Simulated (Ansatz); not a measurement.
A geometry of YF3 away from equilibrium: step 11 of the relaxation of a relaxed YF3 cell, doubled along one cell vector, shaken by Gaussian noise of σ = 0.08 Å a coordinate. Method: PBE (plane waves to 420 eV, PAW, scalar-relativistic; Ansatz, a program for electronic structure). Γ-centred k-mesh 7×7×4 on the run's cell (coarser than for final values), Fermi–Dirac smearing 0.05 eV.

```
YF3
1.0
    0.57646     3.40976     4.38134
    2.55127    -0.10049     4.72689
    3.75664     6.91467     0.44546
F Y
6 2
Direct
  0.05149   0.37362   0.29236
  0.05145   0.37363   0.79239
  0.57474   0.06627   0.36836
  0.57478   0.06626   0.86834
  0.31312   0.71994   0.33036
  0.31312   0.71994   0.83036
  0.81312   0.71995   0.08036
  0.81312   0.71995   0.58036
```

Task: Which atoms carry the largest force, and which way does it point?

Result: No atom: all forces are below 0.005 eV/Å; only the cell is out of equilibrium.

Task: What is the pressure?

Result: +2.0 GPa, compression positive.

No spin polarisation in the result.

The end of the path is a generated cell of YF3: the first start was made by a random draw of sites in a space group, and the end was not matched to a known phase here, so it may be hypothetical.
